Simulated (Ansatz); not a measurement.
## Ba$_{2}$IBrF$_{2}$ (P4mm), a sublattice moved along a line

The calculation used DFT r2SCAN, scalar-relativistic, plane waves, PAW (Ansatz 0.2.0). The runs took a 500 eV cutoff, a Γ-centred 6×6×4 mesh and Gaussian smearing (0.05 eV). Spin–orbit coupling is left out, which matters for the heavy elements here. No spin polarisation. Energies are free energies at this smearing, counted from the undisturbed cell; pressure is positive in compression.

Zero of the scan (relaxed at this level; it needn't be the usual structure):

```yaml
crystal:
  lattice:
    - [4.57081, 0.00000, 0.00000]
    - [0.00000, 4.57081, 0.00000]
    - [0.00000, 0.00000, 7.98288]
  atoms:
    - { symbol: Ba, position: [0.50000, 0.50000, 0.83651] }
    - { symbol: Ba, position: [0.00000, 0.00000, 0.18588] }
    - { symbol: I, position: [0.00000, 0.00000, 0.64211] }
    - { symbol: Br, position: [0.50000, 0.50000, 0.32675] }
    - { symbol: F, position: [0.50000, 0.00000, 0.00437] }
    - { symbol: F, position: [0.00000, 0.50000, 0.00437] }
```

Every I atom is moved by x along the Cartesian unit vector (0.707, -0.707, 0.000); the cell and all other atoms stay fixed.

```csv
x (Å),ΔE (meV/cell),force along x on the moved atoms (eV/Å),pressure (GPa),gap on the mesh (eV)
-0.3000,104.1,0.73,0.4,4.92
-0.1500,25.0,0.34,0.1,4.90
0.0000,0.0,0.00,0.0,4.90
0.0750,6.2,-0.17,0.0,4.90
0.1875,39.3,-0.43,0.1,4.91
0.2250,57.2,-0.52,0.2,4.91
0.2625,78.7,-0.62,0.3,4.92
```

By symmetry 0.3000 repeats -0.3000, -0.2250 repeats 0.2250, 0.1500 repeats -0.1500, -0.0750 repeats 0.0750 in energy, with the opposite slope along the path.

Cost: 7 runs of about 4.7 core-minutes in all, on Intel Xeon Platinum 8488C (Sapphire Rapids) (shared hosts).